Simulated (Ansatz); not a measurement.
Method: DFT PBE, scalar-relativistic, plane waves, PAW, and for the lanthanide a 4f-in-core norm-conserving potential (Ansatz 0.2.0). All cells share a 690 eV cutoff and Γ-centred k meshes spaced about 0.3 Å⁻¹ or finer (0.25 for metals, 2π included). No spin polarisation.

Relaxed structures of TmB₃Au, with energies over the first row. Coordination counts B atoms around Au and Tm (those within 1.25 times the shortest such distance or 1.15 times the sum of covalent radii, 1.27 where that leaves under three; a plus sign parts nearer from farther groups).

```json
{"#": "1", "form": "P6_3/mmc", "sites": "Tm 2d; B 6h; Au 2a", "V (Å³/atom)": "12.1", "coordination": "Tm 6+6, Au 6", "ΔE (meV/atom)": "0"}
{"#": "2", "form": "Cmcm", "sites": "Tm 4c; B 4c, 8f; Au 4c", "V (Å³/atom)": "12.8", "coordination": "Tm 8, Au 2", "ΔE (meV/atom)": "2"}
{"#": "3", "form": "Amm2", "sites": "Tm 2a; B 4e, 2a; Au 2b", "V (Å³/atom)": "11.8", "coordination": "Tm 11, Au 2+4", "ΔE (meV/atom)": "5"}
```

A further structure, relaxed alike:

```cif
data_structure
_symmetry_space_group_name_H-M 'R3m:H'
_symmetry_Int_Tables_number 160
_cell_length_a 5.3168
_cell_length_b 5.3168
_cell_length_c 8.1381
_cell_angle_alpha 90.000
_cell_angle_beta 90.000
_cell_angle_gamma 120.000
_cell_volume 199.23
loop_
_atom_site_label
_atom_site_type_symbol
_atom_site_symmetry_multiplicity
_atom_site_Wyckoff_symbol
_atom_site_fract_x
_atom_site_fract_y
_atom_site_fract_z
_atom_site_occupancy
Tm1 Tm 3 a 0.33333 0.66667 0.69465 1
B1 B 9 b 0.54078 0.77039 0.35559 1
Au1 Au 3 a 0.33333 0.66667 0.06949 1
```

Question: Place it among the others.

Answer: It is the highest, 82 meV/atom above row 1, with space group R3m (No. 160) and 13.3 Å³/atom. Counting B atoms around Au and Tm, this cell has Tm 9, Au 3+3 and row 1 has Tm 6+6, Au 6. This cell and row 1 both hold B–B units of three or more atoms. Tm has 6 B at 2.72 Å, 3 B at 2.92 Å, 4 Au at 3.05–3.09 Å and 3 B at 3.40 Å; B is surrounded by 2 B at 1.65 Å, 1 Au at 2.15 Å, 1 Au at 2.52 Å, 2 Tm at 2.72 Å, 1 Tm at 2.92 Å, 4 B at 3.27 Å and 1 Tm at 3.40 Å; Au has 3 B at 2.15 Å, 3 B at 2.52 Å and 4 Tm at 3.05–3.09 Å.

The k mesh leaves some 4 meV/atom of noise in the energy of each metallic cell. These runs have no spin–orbit coupling, which can matter for Au. With atoms moved at random, row 1 and row 3 came back. Row 2 and the further cell had no clear such test and can be saddle points.

The lanthanide is trivalent by construction, without f bands, f moments or other valences.
